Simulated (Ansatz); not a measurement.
Generalised stacking fault of TiN (rock salt) on the {110} plane. The cell below holds the perfect crystal with the plane normal along z; tilting its third vector by the shift puts one fault into each cell, between planes 1.50 Å apart, at fixed cell height.

```xyz
6
Lattice="3.0030 0.0000 0.0000 0.0000 4.2469 0.0000 1.5015 2.1235 4.5045" Properties=species:S:1:pos:R:3 pbc="T T T"
N      1.2513     1.7695     3.7538
N      1.2513     1.7695     0.7508
N      2.7528     3.8930     2.2523
Ti     1.2513     3.8930     3.7538
Ti     1.2513     3.8930     0.7508
Ti     2.7528     1.7695     2.2523
```

In-plane vectors a = (3.003, 0.000) Å, b = (0.000, 4.247) Å, area 12.75 Å². The shift is s times the vector a (length 3.003 Å), so s = 1 restores the start. Atoms relax along the normal only. γ = [E(shift) − E(0)] / area.

These are PBE (plane waves to 420 eV, PAW, scalar-relativistic; Ansatz, a program for electronic structure) values and carry that method's errors. k mesh 14×14×14 (Γ-centred), Fermi-Dirac smearing 0.05 eV. Energies are extrapolated to zero smearing. Some relaxations began with atoms very close together and may have settled on another branch. With partly filled bands, the k mesh leaves noise in γ, roughly 0.02 J/m² as judged from a few cases. Faults lie only 4.5 Å apart, and holding the cell height raises γ above its relaxed value. TiN is run without spin polarisation. TiN was relaxed with its symmetry unable to fall. γ is measured from zero shift. The last digit holds for this mesh only.

```
s      γ (J/m²)
-----  --------
0.000      0.00
0.083      0.35
0.167      1.01
0.250  withheld
0.333      2.03
0.417      2.25
0.500      2.31
0.583      2.25
0.667      2.03
0.750  withheld
0.833      1.01
0.917      0.35
```

Q: Fit a Fourier form (three harmonics of 1 − cos and sin) to the given rows and predict γ at s = 0.250.

A: Least squares on the 10 given rows: γ = (1.110)·[1 − cos(2πs)] + (0.244)·[1 − cos(4πs)] + (0.051)·[1 − cos(6πs)], in J/m²; root-mean-square residual 0.015 J/m². At 0.250 the fit gives 1.65 J/m²; the calculation gives 1.62 J/m², so the interpolation is off by 0.03 (+1.9 %). 

(The slope of γ gives the shear force per area between the displaced halves; near zero shift its curvature is an elastic stiffness.)
